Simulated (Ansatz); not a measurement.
C:
```
C
1.0
   -1.32924     2.77521     2.32783
    1.32924    -2.77521     2.32783
    1.32924     2.77521    -2.32783
C
6
Direct
  0.66997   0.32568   0.99565
  0.33003   0.67432   0.00435
  0.83003   0.82568   0.65571
  0.16997   0.17432   0.34429
  0.75000   0.75000   0.00000
  0.25000   0.25000   0.00000
```

Relaxed with r²SCAN. Independent-particle spectrum: no excitons, no local fields, no scissors shift; 0.1 eV broadening; ε₁ of the summed bands alone.

Q: Tabulate the dielectric function from r²SCAN in the plane-wave PAW code Ansatz.

A: 

| E (eV) | ε₁ xx | ε₂ xx | ε₁ yy | ε₂ yy | ε₁ zz | ε₂ zz |
|---|---|---|---|---|---|---|
| 0.0 | 6.39 | 0.00 | 7.75 | 0.00 | 7.65 | 0.00 |
| 0.5 | 6.40 | 0.00 | 7.77 | 0.00 | 7.67 | 0.00 |
| 1.0 | 6.45 | 0.00 | 7.84 | 0.00 | 7.75 | 0.00 |
| 1.5 | 6.54 | 0.00 | 7.96 | 0.00 | 7.88 | 0.00 |
| 2.0 | 6.67 | 0.00 | 8.14 | 0.00 | 8.08 | 0.00 |
| 2.5 | 6.85 | 0.00 | 8.39 | 0.00 | 8.35 | 0.00 |
| 3.0 | 7.12 | 0.00 | 8.73 | 0.00 | 8.74 | 0.00 |
| 3.5 | 7.51 | 0.12 | 9.19 | 0.02 | 9.29 | 0.00 |
| 4.0 | 7.84 | 0.26 | 9.80 | 0.05 | 10.13 | 0.00 |
| 4.5 | 8.32 | 0.37 | 10.71 | 0.12 | 11.86 | 0.04 |
| 5.0 | 9.13 | 0.61 | 12.15 | 0.39 | 13.36 | 2.27 |
| 5.5 | 10.07 | 1.41 | 13.58 | 2.41 | 13.33 | 4.21 |
| 6.0 | 10.78 | 2.93 | 15.54 | 2.58 | 15.99 | 5.62 |
| 6.5 | 10.16 | 4.05 | 17.49 | 7.49 | 10.87 | 16.79 |
| 7.0 | 11.21 | 4.55 | 15.83 | 10.84 | 7.53 | 9.66 |
| 7.5 | 11.91 | 7.20 | 14.07 | 15.35 | 8.41 | 10.49 |
| 8.0 | 10.37 | 9.31 | 9.64 | 18.60 | 7.53 | 14.01 |
| 8.5 | 7.10 | 11.27 | 2.07 | 18.87 | 1.55 | 14.90 |
| 9.0 | 6.12 | 12.12 | 0.84 | 14.42 | -1.20 | 10.61 |
| 9.5 | 2.91 | 11.17 | 0.11 | 14.72 | -0.80 | 8.61 |
| 10.0 | 1.09 | 9.96 | -2.68 | 12.65 | -0.67 | 7.33 |
| 10.5 | 0.39 | 7.97 | -3.20 | 10.29 | -0.43 | 6.13 |
| 11.0 | 1.72 | 7.26 | -3.10 | 9.05 | 0.13 | 5.61 |
| 11.5 | 0.57 | 9.01 | -3.09 | 9.14 | 1.12 | 5.01 |
| 12.0 | -0.49 | 7.92 | -4.22 | 7.56 | 2.29 | 5.42 |

With all bands, ε∞ without local fields is 6.54 (xx), 7.94 (yy), 7.78 (zz).

Space group Ibam. The start of the workflow was typed in or built on a structure type; neither database checked (COD, Materials Project) lists it. It is not the phase usual at ambient conditions (space group No. 194, 227). The r²SCAN relaxation kept the symmetry of its start; whether a distortion lowers the energy is not shown. The volume moved by 19 % from the start of the relaxation.

Potentials: the earlier of the program's two PAW sets.
